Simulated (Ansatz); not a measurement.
## Sn3GeO4: stable or not

The cell was found from a structure generator's guess, not taken from experiment.

Computed with DFT PBE, scalar-relativistic, plane waves, PAW (Ansatz). Plane waves to 420 eV, an 8×8×4 mesh through Γ for the 8-atom cell and 0.02 eV Gaussian smearing; no spin polarisation.

```
CELL_PARAMETERS angstrom
3.81056 0.00000 0.00000
0.00000 3.81056 0.00000
0.00000 0.00000 9.89787
ATOMIC_POSITIONS crystal
Sn 0.50000 0.50000 0.12430
Sn 0.50000 0.50000 0.60922
Sn 0.00000 0.00000 0.88575
Ge 0.00000 0.00000 0.39181
O 0.00000 0.50000 0.00451
O 0.00000 0.50000 0.48994
O 0.50000 0.00000 0.00451
O 0.50000 0.00000 0.48994
```

Energies over the elements count from the elements' standard structures at the same level (O₂ as a molecule), with no fitted energy shifts. The references include grey tin.

Question: These tests were run: energy against the elements; phonons on a 2×2×1 q mesh. What do they show?

Answer:

```csv
test,result
energy against the elements,−1.197 eV/atom
phonons on a 2×2×1 q mesh,imaginary modes down to 145i cm⁻¹
```

It fails one test: phonons on a 2×2×1 q mesh. So it isn't even a local minimum.

No dispersion correction is applied, so the spacing and binding between layers, chains or molecules are poorly described. The run for the phonons used an 8×8×4 k mesh. Another cell of Sn3GeO4 relaxed alike, in P1, lies 41 meV/atom lower, so this cell isn't the stable form at this level.
